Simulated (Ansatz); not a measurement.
The cell comes from COD entry 1509145, which wasn't checked; take it as a given geometry.

Ag: DFT, LDA, all-electron LAPW, scalar-relativistic (Ansatz 0.2.0).

Command: `ansatz run input.yaml --threads 1 --pin off --max-ram 3072MiB --backend cpu --events-out ev --progress --plain --runs-dir out` The run took 32 s on 1 thread of Intel(R) Xeon(R) Platinum 8488C (Sapphire Rapids) (shared host), peak memory 0.57 GiB.

```yaml
crystal:
  lattice:
    - [2.9299980804, 0.0, 0.0]
    - [-1.4649990402, 2.5374527707, 0.0]
    - [0.0, 0.0, 4.79]
  atoms:
    - { symbol: Ag, position: [0.3333333333, 0.6666666667, 0.25] }
    - { symbol: Ag, position: [0.6666666667, 0.3333333333, 0.75] }
kpoints:
  mp_grid: { grid: [14, 14, 8] }
  band_path:
    path:
      - [0.0, 0.0, 0.0]
      - [0.5, 0.0, 0.0]
      - [0.3333333333, 0.3333333333, 0.0]
      - [0.0, 0.0, 0.0]
      - [0.0, 0.0, 0.5]
      - [0.5, 0.0, 0.5]
      - [0.3333333333, 0.3333333333, 0.5]
      - [0.0, 0.0, 0.5]
      - [0.5, 0.0, 0.5]
    npoints: 14
scf:
  occupations: { method: fermi_dirac, width: 0.05 }
hamiltonian:
  xc: lda
  pseudopotentials: { kind: all_electron, lapw: { basis_error: 0.00025 } }
output:
  forces: true
  stress: true
  eigenvalues: true
  fatbands: true
  populations: true
  dos: { projected: true, de: 0.2, e_range: [-14, 8] }
```

Output:

```
Ag: projections on atomic orbitals take those of the free atom 1s2 2s2 2p6 3s2 3p6 3d10 4s2 4p6 4d10 5s1, of charge +0.00 (hamiltonian.pseudopotentials.projection_atoms)
LAPW: plane waves up to 8.385 Å⁻¹, error target 2.5e-4 eV per atom; small_component_spin mean_spin; Ag in spheres of 1.465 Å, 19 of its electrons in bands, Dirac shells []
Engine: ansatz 0.2.0
Pseudopotentials: kind: all_electron
Pseudopotential: Ag, LAPW, valence charge 19, Koelling and Harmon's equation, gaussian nucleus
Functional definition: SPW92
  exchange = slater_x
  correlation = pw_c
Crystal: 2 atoms, lattice volume = 35.612 Å³
Basis set: ecut = 267.88745663617436 eV, 337 PW (Γ), exchange–correlation at level 2
Bands: 23, of which v1, the nominal top of the filled ones, is band 19 counted from 1 (18 counted from 0)
Symmetry: 24 space group operations
Space group: P63/mmc (ITA 194), of the structure as read, at distance tolerance 3.3e-5 Å
k-points: 120 of 1568
Non-local potential: Ag, projectors of the file, none
Initial density: superposition of atomic densities (chi_scale 0.1, normalization cell)
Initial wavefunctions: plane waves of lowest kinetic energy (no species holds an atomic orbital)
Functional: x = slater, c = lda
iter 1 solved again at ethr=2.05e-4 eV; its pass at ethr=1.00e-1 eV (dr2=7.80e-2 eV) is discarded
SCF iter   1: F=—  HF=-289048.506993 eV  |F-HF|=—  |Δ(HF+E_count)|=         —  Δρ=1.93e-2  dr2=7.90e-2  ethr=2.05e-4  ⟨swp⟩=3.0  Hψ=19082  notcnv=0
preconditioner: auto → Kerker (q_TF=auto, 2.758 Å⁻¹)  [metal: Δε(μ)=0.050 eV  Ē_g=10.407 eV  σ=0.050 eV  W_gap=0.24  n_scr=10 (ndim 8)  ℏωp=29.2 eV  f_vac=0.000  D(μ)=0.84/eV (n_scr^D=2)]
iter 2 solved again at ethr=5.45e-6 eV; its pass at ethr=2.05e-4 eV (dr2=2.07e-3 eV) is discarded
SCF iter   2: F=—  HF=-289048.081963 eV  |F-HF|=—  |Δ(HF+E_count)|=   4.25e-1  Δρ=2.39e-3  dr2=2.07e-3  ethr=5.45e-6  ⟨swp⟩=2.0  Hψ=15515  notcnv=0
SCF iter   3: F=—  HF=-289047.949599 eV  |F-HF|=—  |Δ(HF+E_count)|=   1.32e-1  Δρ=4.99e-3  dr2=7.35e-3  ethr=5.45e-6  ⟨swp⟩=3.0  Hψ=9695  notcnv=0
SCF iter   4: F=—  HF=-289047.944034 eV  |F-HF|=—  |Δ(HF+E_count)|=   5.57e-3  Δρ=2.16e-3  dr2=1.78e-3  ethr=5.45e-6  ⟨swp⟩=2.0  Hψ=8039  notcnv=0
SCF iter   5: F=—  HF=-289047.944230 eV  |F-HF|=—  |Δ(HF+E_count)|=   1.96e-4  Δρ=5.11e-4  dr2=1.05e-4  ethr=4.68e-6  ⟨swp⟩=2.0  Hψ=8038  notcnv=0
SCF iter   6: F=—  HF=-289047.944213 eV  |F-HF|=—  |Δ(HF+E_count)|=   1.69e-5  Δρ=9.72e-5  dr2=2.54e-6  ethr=2.76e-7  ⟨swp⟩=2.0  Hψ=8038  notcnv=0
SCF iter   7: F=—  HF=-289047.944213 eV  |F-HF|=—  |Δ(HF+E_count)|=   3.04e-8  Δρ=2.12e-5  dr2=1.69e-7  ethr=6.68e-9  ⟨swp⟩=2.0  Hψ=8038  notcnv=0
SCF iter   8: F=-289047.944213 eV  HF=-289047.944213 eV  |F-HF|=4.71e-9  |Δ(HF+E_count)|=   1.12e-7  Δρ=4.64e-6  dr2=9.15e-9  ethr=4.45e-10  ⟨swp⟩=2.0  Hψ=8041  notcnv=0
SCF 1 converged in 8 iterations: F = -289047.944213 eV  dr2 = 9.15e-9
NSCF: frozen V_eff on 113 k-points
SCF converged after 8 iterations
Free energy (F): -289047.944213 eV
Harris-Foulkes:  -289047.944213 eV  (|F-HF|=4.71e-9)
Internal energy: -289047.940220 eV  (E = F + TS)
E sigma→0 (E₀):  -289047.942216 eV
Entropy (-TS):   -0.003993 eV (-1.996 meV/atom)
Fermi energy:    17.312723 eV
--- Per-component energies (eV) ---
  E_band       = -459.350462
  E_kinetic    = 302129.324305
  E_xc         = -7863.850847
  E_electrostatic = -583313.413678  (all electrons and nuclei)
  E_smearing   = -0.003993  (= −TS)
  E_closure    = 0.000000  (closes the sum)
  E_atoms      = -289040.497738  (free atoms, spherical and without spin; not in F)
  Σ components = -289047.944213   (vs F -289047.944213, Δ=0.00e0)
  Basis errors (estimates in eV, not in F): energy 4.8e-5 per atom: plane waves 4.6e-5 (2.3e-5 summed), levels above the bands 1.1e-57, relativity 1.4e-9, radial functions 1.8e-6, core shells 3.3e-7; eigenvalues (radial functions only) 2.1e-6; not estimated: angular momenta, meshes, grids; target (lapw.basis_error) 2.5e-4; muffin-tin radii Ag 1.465 Å
--- Forces (eV/Å), atoms counted from 1 ---
  atom   1  Ag     0.00000000    -0.00000000     0.00000000
  atom   2  Ag    -0.00000000     0.00000000     0.00000000
  max |Σ_I F_I| component: 3.47e-18 eV/Å
--- Stress (GPa, compression-positive) ---
      -10.476651      -0.000000       0.000000
       -0.000000     -10.476651      -0.000000
        0.000000      -0.000000     -10.835274
  P = ⅓ Tr σ = -10.5962 GPa (-105.962 kbar)
--- Band table (eV; the first three rows and the last of 120) ---
  k-point 0: bands = ["-74.2340", "-74.2199", "-37.8511", "-37.7286", "-37.7286", "-37.7116", "-37.7073", "-37.7073", "9.8143", "11.2393", "12.7599", "12.8587", "12.8587", "13.0816", "13.0816", "13.4154", "13.4154", "14.3726", "14.3726", "17.0241", "20.6503", "32.8386", "34.6013"]
  k-point 1: bands = ["-74.2334", "-74.2204", "-37.8459", "-37.7278", "-37.7278", "-37.7170", "-37.7081", "-37.7081", "9.9325", "11.2617", "12.7366", "12.8273", "12.8273", "13.0509", "13.0509", "13.4934", "13.4934", "14.3609", "14.3609", "16.2735", "21.6032", "32.6855", "34.3350"]
  k-point 2: bands = ["-74.2319", "-74.2220", "-37.8309", "-37.7322", "-37.7255", "-37.7255", "-37.7104", "-37.7104", "10.2712", "11.3142", "12.6877", "12.7803", "12.7803", "12.9732", "12.9732", "13.6726", "13.6726", "14.3166", "14.3166", "14.9700", "23.5188", "32.1090", "33.4564"]
  k-point 119: bands = ["-74.2163", "-74.2163", "-37.8235", "-37.8235", "-37.7904", "-37.7904", "-37.7393", "-37.7393", "11.9660", "11.9660", "12.4211", "12.4211", "12.9334", "12.9334", "13.4998", "13.4998", "14.4190", "14.4190", "20.9127", "20.9127", "22.4510", "22.4510", "23.6851"]
--- Löwdin populations: 2 sites ---
  site symbol       q [e]
     0     Ag     46.8910
     1     Ag     46.8910
  spilling = 0.002318 (of n_electrons = 94.000000)
```

populations.tsv:

```
# site	symbol	l	j	q
# orbitals = lowdin
# n_electrons = 94.000000
# spilling = 0.002318
# projection_atom_Ag: 1s2 2s2 2p6 3s2 3p6 3d10 4s2 4p6 4d10 5s1
0	Ag	0_1S	-	1.999998
0	Ag	0_2S	-	1.999965
0	Ag	0_3S	-	1.999419
0	Ag	0_4S	-	1.991084
0	Ag	0_5S	-	1.036048
0	Ag	1_2P	-	5.999999
0	Ag	1_3P	-	5.999975
0	Ag	1_4P	-	5.998875
0	Ag	2_3D	-	9.999983
0	Ag	2_4D	-	9.865698
1	Ag	0_1S	-	1.999998
1	Ag	0_2S	-	1.999965
1	Ag	0_3S	-	1.999419
1	Ag	0_4S	-	1.991084
1	Ag	0_5S	-	1.036048
1	Ag	1_2P	-	5.999999
1	Ag	1_3P	-	5.999975
1	Ag	1_4P	-	5.998875
1	Ag	2_3D	-	9.999983
1	Ag	2_4D	-	9.865698
```
